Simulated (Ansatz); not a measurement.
La (bcc type), DFT, LDA, all-electron PAW with datasets made for the crystal, scalar-relativistic (Ansatz 0.2.0), on 1 thread of Arm Neoverse V1 (shared host).

Command: `ansatz run input.yaml --threads 1 --pin off --max-ram 2048MiB --backend cpu --events-out ev --progress --plain --runs-dir out`

```yaml
crystal:
  lattice:
    - [-1.5503211683, 1.5503211683, 1.5503211683]
    - [1.5503211683, -1.5503211683, 1.5503211683]
    - [1.5503211683, 1.5503211683, -1.5503211683]
  atoms:
    - { symbol: La, position: [0.0, 0.0, 0.0] }
kpoints:
  mp_grid: { grid: [15, 15, 15] }
scf:
  occupations: { method: fermi_dirac, width: 0.08 }
hamiltonian:
  xc: lda
  pseudopotentials: { kind: all_electron, datasets: crystal }
output:
  forces: true
  stress: true
  eigenvalues: true
```

(1) How large is the problem that the program sets up?

(2) About how long does it take, and how much memory?

Results:

(1) 120 irreducible k-points, 429 plane waves at Γ, 18 bands.

(2) 14 s of wall time for 7 SCF iterations, with a peak of 0.52 GiB. Times on shared machines scatter by tens of per cent.
